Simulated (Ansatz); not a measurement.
The start is a generated trial cell of Ti3Al in the AFLOW prototype AB3_hR8_148_c_f (D0_5, as in BiI3). The cell and all atomic positions are relaxed at zero pressure with PBEsol (plane waves to 420 eV, PAW, scalar-relativistic; Ansatz, a quantum-chemistry and plane-wave program). The first steps use a coarse 7×7×7 k-mesh.

Initial structure:
```
CELL_PARAMETERS angstrom
      2.81596     1.62579     5.17949
     -2.81596     1.62579     5.17949
      0.00000    -3.25159     5.17949
ATOMIC_POSITIONS crystal
  Al 0.33333 0.33333 0.33333
  Al 0.66667 0.66667 0.66667
  Ti 0.08800 0.75500 0.42100
  Ti 0.42100 0.08800 0.75500
  Ti 0.75500 0.42100 0.08800
  Ti 0.91200 0.24500 0.57900
  Ti 0.57900 0.91200 0.24500
  Ti 0.24500 0.57900 0.91200
```

What pressure does the first self-consistent step give?

+10.3 GPa (positive: the cell is compressed).

How much energy is released per atom?

0.78 eV/atom.

How does the volume per atom move from start to end?

+1.9 %, from 17.78 to 18.12 Å³/atom.

What band gap does the relaxed structure have at this level?

No gap (metallic).

The space group stays R-3 (No. 148) (the run could not lower it), with 8 atoms in the primitive cell. Final values are on a 11×11×11 k-mesh of the relaxed cell. No spin polarisation in the result.

The run could not lose the symmetry of its start: the end is stationary, and may be a saddle point rather than a minimum.

The relaxed structure here is a generated cell of Ti3Al: the first start was made by placing the elements on the sites of a structure type, and the end was not matched to a known phase here, so it may be hypothetical. Known forms of Ti3Al include space group No. 194.
